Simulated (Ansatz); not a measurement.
Relaxed-ion elastic tensor of Mo (bcc (W type), Im-3m) in GPa (Voigt order), DFT-r²SCAN in the program Ansatz with PAW potentials; density 10.19 g/cm³, 15.64 Å³ per atom.

```
     1    2    3    4    5    6
-  ---  ---  ---  ---  ---  ---
1  494  162  162  0.0  0.0  0.0
2  162  494  162  0.0  0.0  0.0
3  162  162  494  0.0  0.0  0.0
4  0.0  0.0  0.0  106  0.0  0.0
5  0.0  0.0  0.0  0.0  106  0.0
6  0.0  0.0  0.0  0.0  0.0  106
```

### Question
Is the crystal mechanically stable?

### Answer
Yes: the smallest eigenvalue of C is 106 GPa.

### Question
Work out the Voigt, Reuss and Hill averages.

### Answer
K_V = 273, K_R = 273, K_H = 273; G_V = 130, G_R = 124, G_H = 127 GPa.

### Question
Give Young's modulus, Poisson's ratio, Pugh's ratio and the universal anisotropy index.

### Answer
E = 9KG/(3K + G) = 329 GPa; ν = 0.30; K/G = 2.15 (ductile by the Pugh limit of 1.75); A_U = 5G_V/G_R + K_V/K_R − 6 = 0.25.

### Question
Estimate the sound speeds and the Debye temperature.

### Answer
v_l = √((K + 4G/3)/ρ) = 6580 m/s, v_t = √(G/ρ) = 3520 m/s, mean 3940 m/s; Θ = (h/k)(3n/4πV)^(1/3) v_m = 469 K.

### Question
Give the Zener ratio and Young's modulus along [100], [110] and [111].

### Answer
A = 2C44/(C11 − C12) = 0.64; 1/E = S11 − 2(S11 − S12 − S44/2)Γ with Γ = 0, 1/4, 1/3 gives 413, 305, 281 GPa.

### Question
Solve the Christoffel equation for the three sound speeds along [100], [110], [111].

### Answer
Eigenvalues of C_ijkl n_j n_l equal ρv². In km/s, slowest first: [100] 3.22, 3.22, 6.96; [110] 3.22, 4.03, 6.52; [111] 3.78, 3.78, 6.37.

The r²SCAN relaxation kept the symmetry of its start. No spin polarisation was allowed. As this level gives no gap, shear constants depend on the k-mesh and smearing (Fermi–Dirac, 0.1 eV here).

Potentials: the earlier of the program's two PAW sets.
